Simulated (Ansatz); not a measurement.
# Stationary points along a deformation path in Ta

These are results of DFT PBEsol, scalar-relativistic, plane waves, PAW (Ansatz), not measurements. The runs took a 420 eV cutoff, a Γ-centred 28×28×28 mesh and Gaussian smearing (0.15 eV). Spin–orbit coupling is left out, which can shift energies with elements as heavy as these. No spin polarisation. Energies are free energies at this smearing, counted from the undisturbed cell; pressure is positive in compression.

The undisturbed cell (relaxed at this level; with this scan's settings it stands at 0.1 GPa; this fcc form isn't the usual structure):

```
Ta
1.0
     0.00000    2.08780    2.08780
     2.08780    0.00000    2.08780
     2.08780    2.08780    0.00000
Ta
1
Direct
  0.00000 0.00000 0.00000
```

At fixed volume and fractional coordinates, lengths along (0.000, 0.000, 1.000) are scaled against those across it; ρ is that ratio over its starting value. V = 18.201 Å³/atom. Δσ is the stress along the axis less the mean stress across it (compression positive).

```
    ρ  ΔE (meV/atom)  Δσ (GPa) space group
0.650         -230.9      6.77       I4/mmm
0.707         -256.2      0.02        Im-3m
0.780         -218.7     -9.71       I4/mmm
0.850         -135.7    -15.25       I4/mmm
0.920          -44.5    -13.46       I4/mmm
0.960          -10.3     -7.04       I4/mmm
1.000            0.0      0.00        Fm-3m
1.050          -12.3      6.48       I4/mmm
1.100          -42.1      9.46       I4/mmm
1.200          -86.7      1.88       I4/mmm
1.300          -53.7    -13.74       I4/mmm
1.414           92.9    -32.41       I4/mmm
1.500          272.3    -48.13       I4/mmm
```

Problem. How does the stress give the slope of the energy, and where is the energy stationary?

Solution. Along the path d ln(length) is 2/3 d ln ρ on the axis and −1/3 d ln ρ across it, so dE/d ln ρ = −(2/3) V Δσ: the energy falls with ρ where Δσ is positive. Δσ vanishes or changes sign at ρ = 0.707 (Im-3m), a minimum at -256.2 meV/atom; at ρ = 1.000 (Fm-3m), a maximum at 0.0 meV/atom; between ρ = 1.200 and 1.300, a minimum (near 1.21 by linear interpolation). Pairs of stationary points between two samples would go unseen, and could change a minimum read from distant neighbours into a maximum. At ρ = 0.707, 1.000 the cell is cubic, where symmetry alone makes the stress isotropic and the slope zero.

Problem. Which shear constant sets the curvature at ρ = 1?

Solution. For a cubic crystal E/V = (2/3) C (ln ρ)² with C = C′ = (C11 − C12)/2, so Δσ = −2C ln ρ. The parabola of Δσ against ln ρ through ρ = 0.960, 1 and 1.050 gives C ≈ -77 GPa with the ions clamped, rough because the steps are large. It is negative, so the cubic cell is unstable to this shear.

Problem. Integrate that slope from ρ = 1 to 0.850 by the trapezoid rule.

Solution. With V/N in Å³ and 1 eV/Å³ = 160.2 GPa the slopes at ρ = 1.000, 0.960, 0.920, 0.850 are 0, 533, 1019, 1155 meV/atom per unit of ln ρ. The steps add (-10.9) + (-33.0) + (-86.0) = -130.0 meV/atom, against -135.7 from the energies; the trapezoid rule misses the curvature of the slope within each step.

Problem. Is the start the lowest point of the path?

Solution. No: ρ = 0.707 lies 256.2 meV/atom lower, with no sampled rise above the start on the way. Volume and inner coordinates are held, so a relaxed structure there would lie lower still.

In a metal these slopes depend on the k mesh and the smearing.